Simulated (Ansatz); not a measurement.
CuAu:
```xyz
2
Lattice="2.7650 0.0000 0.0000 0.0000 2.7650 0.0000 0.0000 0.0000 3.6037" Properties=species:S:1:pos:R:3 pbc="T T T"
Cu     1.3825     1.3825     1.8019
Au     0.0000     0.0000     0.0000
```

Relaxed with LDA. Special points in fractions of this cell's reciprocal vectors: Γ (0.000, 0.000, 0.000); X (0.000, 0.500, 0.000); M (0.500, 0.500, 0.000); Z (0.000, 0.000, 0.500); R (0.000, 0.500, 0.500); A (0.500, 0.500, 0.500).

Problem. List the band energies nearest the Fermi level at these points for LDA in the plane-wave PAW code Ansatz.

Solution. In eV from the Fermi level; about four levels below and three above (degenerate sets whole), none deeper than 8.9 eV; points with the same levels are listed once.

| k | below | above |
|---|---|---|
| Γ | -2.29 -1.80 -1.55 -1.55 | 2.00 8.54 10.02 10.02 |
| X | -2.64 -2.42 -0.98 -0.13 | 9.62 9.82 11.75 |
| M | -1.78 -1.67 -1.44 -1.44 | 0.39 0.39 5.39 |
| Z | -2.57 -2.57 -2.57 -2.17 | 14.52 14.86 14.86 |
| R | -1.70 -1.62 -1.35 -1.34 | 2.85 4.62 15.89 |
| A | -3.30 -2.34 -1.78 -1.67 | 5.34 5.58 5.58 |

Space group P4/mmm (L1₀ or tetragonal B2). The cell was relaxed with LDA under the symmetry of its start; of distortions, only those at the zone centre were tested. The run is not spin-polarised. Spin–orbit coupling is left out wherever it is not named.

Potentials: the later of the program's two PAW sets.
